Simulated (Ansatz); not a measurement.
## How long does this Ansatz run take?

```yaml
crystal:
  lattice:
    - [6.36, 0.0, 0.0]
    - [-4.77, 8.261882352, 0.0]
    - [0.0, 0.0, 10.332]
  atoms:
    - { symbol: Sn, position: [0.1666666666, 0.2222222222, 0.0] }
    - { symbol: Ga, position: [0.1666666666, 0.2222222222, 0.5] }
    - { symbol: Ga, position: [0.1666666666, 0.5555555556, 0.0] }
    - { symbol: Ga, position: [0.1666666666, 0.5555555556, 0.5] }
    - { symbol: Ga, position: [0.1666666666, 0.8888888889, 0.0] }
    - { symbol: Ga, position: [0.1666666666, 0.8888888889, 0.5] }
    - { symbol: Ga, position: [0.6666666666, 0.2222222222, 0.0] }
    - { symbol: Ga, position: [0.6666666666, 0.2222222222, 0.5] }
    - { symbol: Ga, position: [0.6666666666, 0.5555555556, 0.0] }
    - { symbol: Ga, position: [0.6666666666, 0.5555555556, 0.5] }
    - { symbol: Ga, position: [0.6666666666, 0.8888888889, 0.0] }
    - { symbol: Ga, position: [0.6666666666, 0.8888888889, 0.5] }
    - { symbol: Ga, position: [0.3333333334, 0.1111111111, 0.25] }
    - { symbol: Ga, position: [0.3333333334, 0.1111111111, 0.75] }
    - { symbol: Ga, position: [0.3333333334, 0.4444444444, 0.25] }
    - { symbol: Ga, position: [0.3333333334, 0.4444444444, 0.75] }
    - { symbol: Ga, position: [0.3333333334, 0.7777777778, 0.25] }
    - { symbol: Ga, position: [0.3333333334, 0.7777777778, 0.75] }
    - { symbol: Ga, position: [0.8333333334, 0.1111111111, 0.25] }
    - { symbol: Ga, position: [0.8333333334, 0.1111111111, 0.75] }
    - { symbol: Ga, position: [0.8333333334, 0.4444444444, 0.25] }
    - { symbol: Ga, position: [0.8333333334, 0.4444444444, 0.75] }
    - { symbol: Ga, position: [0.8333333334, 0.7777777778, 0.25] }
    - { symbol: Ga, position: [0.8333333334, 0.7777777778, 0.75] }
    - { symbol: "N", position: [0.1666666666, 0.2222222222, 0.1875] }
    - { symbol: "N", position: [0.1666666666, 0.2222222222, 0.6875] }
    - { symbol: "N", position: [0.1666666666, 0.5555555556, 0.1875] }
    - { symbol: "N", position: [0.1666666666, 0.5555555556, 0.6875] }
    - { symbol: "N", position: [0.1666666666, 0.8888888889, 0.1875] }
    - { symbol: "N", position: [0.1666666666, 0.8888888889, 0.6875] }
    - { symbol: "N", position: [0.6666666666, 0.2222222222, 0.1875] }
    - { symbol: "N", position: [0.6666666666, 0.2222222222, 0.6875] }
    - { symbol: "N", position: [0.6666666666, 0.5555555556, 0.1875] }
    - { symbol: "N", position: [0.6666666666, 0.5555555556, 0.6875] }
    - { symbol: "N", position: [0.6666666666, 0.8888888889, 0.1875] }
    - { symbol: "N", position: [0.6666666666, 0.8888888889, 0.6875] }
    - { symbol: "N", position: [0.3333333334, 0.1111111111, 0.4375] }
    - { symbol: "N", position: [0.3333333334, 0.1111111111, 0.9375] }
    - { symbol: "N", position: [0.3333333334, 0.4444444444, 0.4375] }
    - { symbol: "N", position: [0.3333333334, 0.4444444444, 0.9375] }
    - { symbol: "N", position: [0.3333333334, 0.7777777778, 0.4375] }
    - { symbol: "N", position: [0.3333333334, 0.7777777778, 0.9375] }
    - { symbol: "N", position: [0.8333333334, 0.1111111111, 0.4375] }
    - { symbol: "N", position: [0.8333333334, 0.1111111111, 0.9375] }
    - { symbol: "N", position: [0.8333333334, 0.4444444444, 0.4375] }
    - { symbol: "N", position: [0.8333333334, 0.4444444444, 0.9375] }
    - { symbol: "N", position: [0.8333333334, 0.7777777778, 0.4375] }
    - { symbol: "N", position: [0.8333333334, 0.7777777778, 0.9375] }
total_charge: 1
kpoints:
  mp_grid: { grid: [4, 3, 2] }
scf:
  occupations: { method: fermi_dirac, width: 0.01 }
hamiltonian:
  xc: pbe
  pseudopotentials: { kind: paw }
output:
  forces: true
  stress: true
  populations: true
  efg:
    quadrupole_moments_barn: { Sn: -0.132, Ga: 0.107, "N": 0.02044 }
    contact_densities: true
```

The quadrupole moment typed for Sn is that of the 23.9 keV Mössbauer state of ¹¹⁹Sn; the ground state has I = 1/2 and no quadrupole moment.

```sh
ansatz run input.yaml --threads 4 --pin off --max-ram 8192MiB --backend cpu --events-out ev --progress --plain --runs-dir out
```

It runs on 4 threads of Arm Neoverse V1 (aarch64; 8 cores open to the job, memory cap 8.0 GiB, no GPU), a shared host with a load of 0.3 a core.

(1) How much time and memory should be set aside?

## Answers

(1) About 2 min of wall time (7.8 min of CPU time) and 3.6 GiB. The run holds 432 valence electrons in 264 bands, about 10583 plane waves a k-point and 14 irreducible k-points, and took 9 SCF iterations. Times on a shared host vary by tens of per cent.
